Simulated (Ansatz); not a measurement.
This Zn2GeN structure is the end of a relaxation. The cell was found from a structure generator's guess, not taken from experiment.

These are results of Ansatz 0.2.0, DFT PBE, scalar-relativistic, plane waves, PAW, not measurements. Cutoff 420 eV, Γ-centred mesh, Gaussian smearing, no spin polarisation.

```cif
data_structure
_symmetry_space_group_name_H-M 'P 1'
_symmetry_Int_Tables_number 1
_cell_length_a 3.2415
_cell_length_b 3.2415
_cell_length_c 7.4172
_cell_angle_alpha 90.000
_cell_angle_beta 90.000
_cell_angle_gamma 120.000
_cell_volume 67.50
loop_
_atom_site_label
_atom_site_type_symbol
_atom_site_fract_x
_atom_site_fract_y
_atom_site_fract_z
_atom_site_occupancy
Zn1 Zn 0.00000 0.00000 0.75559 1
Zn2 Zn 0.00000 0.00000 0.24441 1
Ge1 Ge 0.66667 0.33333 0.50000 1
N1 N 0.00000 0.00000 0.00000 1
```

Formation energies are uncorrected and refer to the elements' standard structures at the same level (N₂ as a molecule).

**Question.** What space group does it have?

**Answer.** P-6m2 (No. 187). Conventional cell: a = 3.242 Å, c = 7.417 Å. Around Zn lie 1 N at 1.81 Å and 3 Ge at 2.66 Å; Ge has 6 Zn at 2.66 Å and 6 Ge at 3.24 Å; N has 2 Zn at 1.81 Å.

**Question.** How far does it lie from the elements in energy?

**Answer.** +0.87 eV/atom. It can't be a ground state, since the elements alone are lower.

**Question.** Is it a metal?

**Answer.** Yes, bands cross the Fermi level on the 18×18×6 mesh.

**Question.** From what recipe could a structure generator have reached it?

**Answer.** One such recipe: close-packed metal layers stacked AA, next cell at A, with sites between them filled layer by layer (P-6m2, No. 187). Other recipes can lead to the same cell.

The last run used an 18×18×6 mesh (in the run's order of axes) for its 4-atom cell and Gaussian smearing of 0.10 eV. An odd number of electrons in the primitive cell allows no gap without spin; a larger cell or a magnetic state could open one. The cell is a metal run without spin; a magnetic state may lie lower. Symmetry constrained the relaxation, so the result can be a saddle point.
